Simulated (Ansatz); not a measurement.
The cell below belongs to a search over invented structures; it isn't taken from experiment.

Input and command of a plane-wave DFT calculation in Ansatz:

```yaml
crystal:
  lattice:
    - [1.992304028, -5.5267661133, 0.0]
    - [1.992304028, 5.5267661133, 0.0]
    - [0.0, 0.0, 11.3730535392]
  atoms:
    - { symbol: Sr, position: [0.1915428083, 0.8084571917, 0.75] }
    - { symbol: Sr, position: [0.8084571917, 0.1915428083, 0.25] }
    - { symbol: Hf, position: [0.8697398509, 0.1302601491, 0.5636892123] }
    - { symbol: Hf, position: [0.8697398509, 0.1302601491, 0.9363107877] }
    - { symbol: Hf, position: [0.1302601491, 0.8697398509, 0.4363107877] }
    - { symbol: Hf, position: [0.1302601491, 0.8697398509, 0.0636892123] }
    - { symbol: O, position: [0.0451426983, 0.9548573017, 0.6007586482] }
    - { symbol: O, position: [0.0451426983, 0.9548573017, 0.8992413518] }
    - { symbol: O, position: [0.3098125483, 0.6901874517, 0.9457262878] }
    - { symbol: O, position: [0.3098125483, 0.6901874517, 0.5542737122] }
    - { symbol: O, position: [0.9548573017, 0.0451426983, 0.3992413518] }
    - { symbol: O, position: [0.9548573017, 0.0451426983, 0.1007586482] }
    - { symbol: O, position: [0.6901874517, 0.3098125483, 0.4457262878] }
    - { symbol: O, position: [0.6901874517, 0.3098125483, 0.0542737122] }
    - { symbol: O, position: [0.1818361491, 0.8181638509, 0.25] }
    - { symbol: O, position: [0.8181638509, 0.1818361491, 0.75] }
basis:
  ecutwfc: 420
kpoints:
  mp_grid: { grid: [6, 6, 2] }
hamiltonian:
  xc: pbe
scf:
  occupations: { method: gaussian, width: 0.02 }
output:
  forces: true
  stress: true
  eigenvalues: true
  write_density: true
  write_potential: true
  elf: true
  volumetric_format: npy
relax:
  adjacent_minimum: "off"
  f_tol: 0.01
  max_steps: 80
  cell: { stress_tol: 0.05 }
```

```bash
ansatz run input.yaml --threads 1 --pin off --max-ram 2560MiB --backend cpu --events-out ev --progress --plain --runs-dir out
```

Processor: AMD EPYC 9R45 96-Core Processor (Zen 5), 1 thread, on a host shared with other jobs.

How long does it run, and how much memory does it take?

About 110 s, peak memory 0.92 GiB. It solves 111 bands at 26 k points (after reduction by symmetry) with about 4893 plane waves (on the last cell), in 39 SCF iterations over 6 ionic steps.
